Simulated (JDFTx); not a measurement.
System: iodine monochloride, ICl (SMILES ClI), charge 0, multiplicity 1; geometry: optimised with GFN2-xTB in vacuum (no frequencies checked; largest PBE force component 0.5 eV/Å). Coordinates in Å:
```xyz
2

Cl     1.153    -0.018     0.009
I     -1.153     0.018    -0.009
```

Level of theory: PBE, GBRV ultrasoft potentials, plane waves to 20/100 Ha; code: JDFTx (a modified build). Liquid: CANDLE, water, 2 M KCl. The liquid run sits in a periodic box with 4.5 Å from the outermost atoms to the faces; the vacuum run is isolated. The box matters at about 0.01 eV. Solvation energy here means the total energy in the continuum liquid minus that in vacuum, same nuclei, nothing added for thermal motion or standard states.

The values are those of the intact species: the continuum can't coordinate to it or react with it.

Question: Predict the solvation energy and the highest occupied level.

Answer: The solvation energy comes out as 0.0 kcal/mol and the part: cavitation term of the fluid is 9.7 kcal/mol. The part: dispersion term of the fluid is -7.1 kcal/mol and the part: electrostatic term of the fluid is -3.5 kcal/mol. The part: distortion of the solute's electrons is 0.9 kcal/mol. The dipole moment in vacuum is 1.00 D and the dipole moment in the liquid is 1.84 D. The highest occupied level in vacuum (zero: vacuum level) is -6.61 eV and the highest occupied level in the liquid (zero: bulk electrolyte) comes out as -6.31 eV.
